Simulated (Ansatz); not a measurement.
## Pressure coefficients of Si

```cif
data_structure
_symmetry_space_group_name_H-M 'Fd-3m:1'
_symmetry_Int_Tables_number 227
_cell_length_a 5.4309
_cell_length_b 5.4309
_cell_length_c 5.4309
_cell_angle_alpha 90.000
_cell_angle_beta 90.000
_cell_angle_gamma 90.000
_cell_volume 160.19
loop_
_atom_site_label
_atom_site_type_symbol
_atom_site_symmetry_multiplicity
_atom_site_Wyckoff_symbol
_atom_site_fract_x
_atom_site_fract_y
_atom_site_fract_z
_atom_site_occupancy
Si1 Si 8 a 0.50000 0.00000 0.50000 1
```

The runs use the primitive cell with vectors (0.000, 2.715, 2.715), (2.715, 0.000, 2.715), (2.715, 2.715, 0.000) Å, to which the k mesh refers.

The structure is an experimental refinement, used without relaxation.

Level of theory: DFT, LDA, all-electron LAPW, scalar-relativistic (Ansatz 0.2.0).

Numerical set-up: a Γ-centred 11×11×11 k mesh, Fermi–Dirac smearing of 0.08 eV, basis error target 0.25 meV/atom, no spin polarisation.

The cell is scaled evenly with fractional coordinates held. Semilocal gaps are too small, but their slopes carry over better.

| V/V(cell) | P (GPa) | gap on the k mesh (eV) |
| --- | --- | --- |
| 0.9400 | 4.78 | 0.381 |
| 0.9405 | 4.72 | 0.382 |
| 0.9600 | 2.44 | 0.422 |
| 0.9700 | 1.36 | 0.441 |
| 0.9800 | 0.34 | 0.460 |
| 0.9900 | -0.63 | 0.479 |
| 1.0000 | -1.55 | 0.497 |
| 1.0100 | -2.43 | 0.514 |
| 1.0200 | -3.25 | 0.531 |
| 1.0300 | -4.04 | 0.547 |
| 1.0400 | -4.78 | 0.563 |

(1) From the rows at 0.9900 and 1.0100, what is the bulk modulus at the cell's volume?

(2) What are the gap's volume deformation potential and pressure coefficient?

(3) Predict the row at V/V(cell) = 1.0600. How far is a linear estimate of P off?

Answers

(1) B = −ΔP/Δln V = −[(-2.43) − (-0.63)]/0.02000 = 90.0 GPa.

(2) dEg/dln V = (0.514 − 0.479)/0.02000 = 1.75 eV, and dEg/dP = −(dEg/dln V)/B = -19 meV/GPa: pressure narrows the gap.

(3) P = -6.15 GPa, gap 0.594 eV. The linear estimate P(cell) − B ln(V/V(cell)) = -6.79 GPa misses by 0.64 GPa, since the modulus falls on expansion.
